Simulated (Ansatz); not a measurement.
Ansatz input

```yaml
crystal:
  lattice:
    - [0.0, 2.4366639354, 2.4366639354]
    - [2.4366639354, 0.0, 2.4366639354]
    - [2.4366639354, 2.4366639354, 0.0]
  atoms:
    - { symbol: Fe, position: [0.125, 0.125, 0.125], spin: 2.5 }
    - { symbol: Fe, position: [0.875, 0.875, 0.875], spin: -2.5 }
hamiltonian:
  xc: mr2scan
  pseudopotentials:
    kind: paw
    azcp:
      Fe: "pseudopotentials/Fe.paw.azcp"
basis:
  ecutwfc: 500
  fft_grid_basis: typed
kpoints:
  mp_grid: { grid: [13, 13, 13], shift: [0, 0, 0] }
magnetization:
  spin_polarized: true
scf:
  occupations: { method: fermi_dirac, width: 0.05 }
  lower_state_search: "off"
output:
  stress: true
```

Terminal output

```
Engine: ansatz 0.2.0, aarch64-unknown-linux-gnu
Pseudopotentials: kind: paw
Pseudopotential: Fe, paw, valence charge 16, recommended cutoff 500 eV (meta_gga) 
Functional definition: m-r2SCAN
  exchange = m_r2scan_x
  correlation = m_r2scan_c
Crystal: 2 atoms, lattice volume = 28.935 Å³
Basis set: ecut = 500 eV, 725 PW (Γ), exchange–correlation on 108×108×108 points (64 copies of the dense FFT grid, shifted against one another)
Bands: 23, of which v1, the nominal top of the filled ones, is band 16 counted from 1 (15 counted from 0)
Symmetry: 24 space group operations
Space group: F-43m (ITA 216), of the structure as read, at distance tolerance 3.1e-5 Å
Magnetic group: BNS 227.130 (UNI 1632), of the structure as read, at distance tolerance 3.1e-5 Å
k-points: 84 of 2197 (time reversal used)
Non-local potential: Fe, projectors of the file, l = 0: 3, l = 1: 2, l = 2: 3, l = 3: 1
PAW form: soft (Blöchl's): semilocal exchange-correlation on the pseudo side does not see the compensation charge
PAW frozen core: Fe, regenerated for the run's functional (the file was generated under x = pbe(κ = 0.804, μ = 0.2195149727645171), c = pbe(β = 0.06672455060314922))
PAW one-centre angular grid: Fe, 590 points (default); XC on 160 Gauss nodes
Initial density: superposition of atomic densities (chi_scale 0.1, normalization cell)
Starting moments: Σ|m| = 5 μB on 2 of 2 sites
Starting magnetic order: antiferromagnet; an inversion exchanges its spin sublattices: spin-degenerate at every k-point
Initial wavefunctions: pseudopotential atomic-orbital guess
Functional: x = mr2scan, c = mr2scan; τ floored in thin density (d = 2e-4 eV/Å³)
iter 1 solved again at ethr=2.01e-3 eV; its pass at ethr=3.10e-3 eV (dr2=6.42e-1 eV) is discarded
SCF iter   1: F=-8967.315560 eV  HF=-8966.912873 eV  |F-HF|=4.03e-1  |Δ(HF+E_count)|=         —  Δρ=8.91e-2 (↑8.91e-2 ↓8.91e-2)  dr2=6.44e-1  dr2_τ=9.49e-2  dr2_m=1.97e0  M=0.000 μB ∫|m|=3.104 μB  β_m=0.30  ethr=2.01e-3  ⟨swp⟩=1.0  Hψ=22095  notcnv=0
spin=Collinear: Kerker preconditioning applied to the charge; magnetization (m = ρ↑ − ρ↓) channel mixes plain (no charge-response kernel on spin).
SCF iter   2: F=-8967.494679 eV  HF=-8967.177998 eV  |F-HF|=3.17e-1  |Δ(HF+E_count)|=   2.65e-1  Δρ=7.69e-2 (↑7.69e-2 ↓7.69e-2)  dr2=4.11e-1  dr2_τ=3.60e-2  dr2_m=1.48e0  M=-0.000 μB ∫|m|=2.862 μB  β_m=0.30  ethr=2.01e-3  ⟨swp⟩=2.0  Hψ=5604  notcnv=0  κ⁻¹=1.0e0(r=1)
SCF iter   3: F=-8967.621321 eV  HF=-8967.377651 eV  |F-HF|=2.44e-1  |Δ(HF+E_count)|=   2.00e-1  Δρ=6.60e-2 (↑6.60e-2 ↓6.60e-2)  dr2=5.29e-2  dr2_τ=2.49e-2  dr2_m=1.14e0  M=0.000 μB ∫|m|=2.628 μB  β_m=0.30  ethr=1.28e-3  ⟨swp⟩=3.0  Hψ=7499  notcnv=0  κ⁻¹=3.2e-3(r=2)
SCF iter   4: F=-8967.667823 eV  HF=-8967.537842 eV  |F-HF|=1.30e-1  |Δ(HF+E_count)|=   1.60e-1  Δρ=5.81e-2 (↑5.80e-2 ↓5.81e-2)  dr2=4.39e-2  dr2_τ=1.91e-2  dr2_m=8.78e-1  M=-0.000 μB ∫|m|=2.405 μB  β_m=0.30  ethr=1.65e-4  ⟨swp⟩=3.0  Hψ=10386  notcnv=0  defer=88  κ⁻¹=1.0e-4(r=3)
SCF iter   5: F=-8967.716272 eV  HF=-8967.633456 eV  |F-HF|=8.28e-2  |Δ(HF+E_count)|=   9.56e-2  Δρ=5.36e-2 (↑5.36e-2 ↓5.34e-2)  dr2=5.61e-2  dr2_τ=1.40e-2  dr2_m=7.38e-1  M=0.001 μB ∫|m|=2.192 μB  β_m=0.30  ethr=1.37e-4  ⟨swp⟩=3.0  Hψ=8816  notcnv=0  defer=88  κ⁻¹=5.2e-5(r=4)
...
iter 24 did not close the SCF: its close was put off for a magnetic moment that had not settled (scf_convergence_deferred on its scf_iter line)
SCF iter  24: F=-8968.013032 eV  HF=-8968.013032 eV  |F-HF|=3.37e-10  |Δ(HF+E_count)|=   2.34e-9  Δρ=1.34e-6 (↑1.34e-6 ↓1.30e-6)  dr2=1.36e-9  dr2_τ=4.08e-12  dr2_m=4.26e-11  M=0.000 μB ∫|m|=0.000 μB  β_m=1.20  ethr=1.89e-11  ⟨swp⟩=2.0  Hψ=11078  notcnv=0  κ⁻¹=2.8e-7(r=8)
SCF iter  25: F=-8968.013032 eV  HF=-8968.013032 eV  |F-HF|=6.98e-10  |Δ(HF+E_count)|=  6.40e-10  Δρ=4.90e-7 (↑4.90e-7 ↓4.63e-7)  dr2=1.22e-10  dr2_τ=1.04e-12  dr2_m=1.68e-11  M=0.000 μB ∫|m|=0.000 μB  ethr=4.25e-12  ⟨swp⟩=1.0  Hψ=9640  notcnv=0
WARN: the starting moments were not kept: the SCF closed with an absolute magnetisation of 4.9e-5 μB, where they sum to 5 μB in size (2 sites). That is at most 0.1 of that sum. Measured as dr2_m measures the in/out step, that magnetisation stands 2.0e-9 eV from none, at or under the dr2_threshold of 1.0e-7 eV: it is no larger than a step whose dr2_m would equal this threshold. The system may hold no moment; this SCF shows only that its start led to no more than that. To try another start: raise the starting moments (crystal.atoms[].spin, magnetization.per_species, magnetization.initial_magnetization, or on a non-collinear deck that types none of these the spinor_matrix: blocks that start its atoms; where the total moment is fixed, keep their sum and leave initial_magnetization as it is; typed ones take the place of any that the run laid by itself, positive ones on a crystal's lanthanoids without a Hubbard term where scf.initial_density.shell_occupations: [] is typed) or, if the notice of its spin-set hold's release reads "site moments contracting" or "site moments show no strong build", lengthen the hold (scf.mixing.spin_hold: { on: { confirm: 4 } }; for m-r²SCAN on two components see the key's manual first). Each may lead to a state that holds a moment. A second SCF, from the converged charge density, with the starting moments and any scf.initial_density.shell_occupations laid on it anew, would have followed, and was not run: the deck does not ask for one (magnetization.retry_lost_moments is false, the default). To let it run, set magnetization.retry_lost_moments: true and run the deck again, where that key's refused combinations let it; where memory then withholds it, that run's warning says so.
SCF 1 converged in 25 iterations: F = -8968.013032 eV  dr2 = 1.22e-10
this state was not tested for a lower state beside it, because the mixer in use, unlike msr1, does not test its closes by its own steps (another_mixer; see scf.mixing.algorithm and scf.lower_state_search)
SCF converged after 25 iterations
Magnetization: 0.0000 μB (16.0000 up, 16.0000 down)
Absolute magnetization: 0.0000 μB (∫|ρ↑−ρ↓|, with the PAW one-centre terms)
Spin contamination: 0.0000 ħ² per cell (⟨S²⟩ above its minimum at these occupations)
Per-site moments (μB) at R_I (Å): [(-2.184384110028192e-5, 0.8704628082734777), (2.3445686685316926e-5, 0.8704628082734777)]
Free energy (F): -8968.013032 eV
Harris-Foulkes:  -8968.013032 eV  (|F-HF|=6.98e-10)
Internal energy: -8967.993238 eV  (E = F + TS)
E sigma→0 (E₀):  -8968.003135 eV
Entropy (-TS):   -0.019795 eV (-9.897 meV/atom)
Fermi energy:    13.453661 eV
--- Per-component energies (eV) ---
  E_band       = -625.735362
  E_kinetic    = 713.307504
  E_local      = -5301.345083  (includes V_loc(G=0)·N_el)
  E_nonlocal   = 438.169031
  E_hartree    = 2240.285578
  E_xc         = -226.224999
  E_vxc        = -336.481443  (∫ρ·V_xc dr)
  E_paw        = -2756.895758  (= ΣΔE_a)
  E_vpaw       = -644.620123  (= ΣTr[D̂ρ^β])
  E_aug_tail   = 0.000589  (compensation charges beyond the density's cutoff)
  E_vtau       = 24.662457  (kinetic-family band-sum trace: ∫τ·v_τ [+ j·A + Jᵃ·Aᵃ] dr)
  E_ewald      = -4074.711151
  E_core_change = -0.578950  (= ΣΔE_core)
  E_smearing   = -0.019795  (= −TS)
  E_closure    = -0.000000  (closes the sum)
  Σ components = -8968.013032   (vs F -8968.013032, Δ=0.00e0)
--- Stress (GPa, compression-positive) ---
       -6.256252       0.000000       0.000000
       -0.000000      -6.256252      -0.000000
        0.000000      -0.000000      -6.256252
  P = ⅓ Tr σ = -6.2563 GPa (-62.563 kbar)
```
